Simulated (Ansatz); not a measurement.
What DFT gives for Sr₂ReIrO₆

```
CELL_PARAMETERS angstrom
0.00000 5.59106 0.00000
5.59106 0.00000 0.00000
2.79553 2.79553 -4.01166
ATOMIC_POSITIONS crystal
Re 0.50000 0.50000 0.00000
O 0.25700 0.25700 0.48600
O 0.74300 0.74300 0.51400
O 0.22380 0.29340 0.00000
O 0.29340 0.77620 0.00000
O 0.77620 0.70660 0.00000
O 0.70660 0.22380 0.00000
Sr 0.75000 0.25000 0.50000
Sr 0.25000 0.75000 0.50000
Ir 0.00000 0.00000 0.00000
```

Method: r2SCAN, no spin polarisation; PAW, plane waves to 500 eV, 6×6×6 Γ-centred mesh, fermi-dirac occupations (width 0.0176 eV) (Ansatz 0.2.0), atoms fixed.

(1) What do density and ELF say about some of the short contacts?

(2) What does the stress say?

(3) Metal or insulator?

(4) Is it stable against the elements?

Origin: a known structure type with other elements, at an estimated volume, so it need not be a known compound. Caveats: many states at the Fermi level without spin polarisation, so a magnetic state may lie lower; correlation that this level lacks may open a gap in such a compound.

Answers

(1) Re–O at 1.93 Å: least valence density 0.97 e/Å³ and ELF 0.23 there. O–Ir at 2.06 Å: least valence density 0.68 e/Å³ and ELF 0.19 there. Sr–O at 2.63 Å: least valence density 0.19 e/Å³ and ELF 0.07 there. These are pseudo-fields; inside the PAW spheres they differ from the all-electron ones.

(2) The pressure is -0.4 GPa (compression positive), so with the atoms held at these fractions the cell is close to zero pressure; the forces are large, so a full relaxation may end otherwise. The principal stresses -4.1, 1.4, 1.4 GPa differ, so its shape would change too.

(3) It is a metal, with about 9.4 states/eV a cell as the mean within 0.25 eV of the Fermi level, mostly Re d (54 %) and O p (29 %).

(4) -2.01 eV an atom against the elements' usual phases (free molecules for gases, crystals otherwise, with no correction for O₂ or N₂), so it is bound against them; other compounds may still compete. Relaxing would lower it.
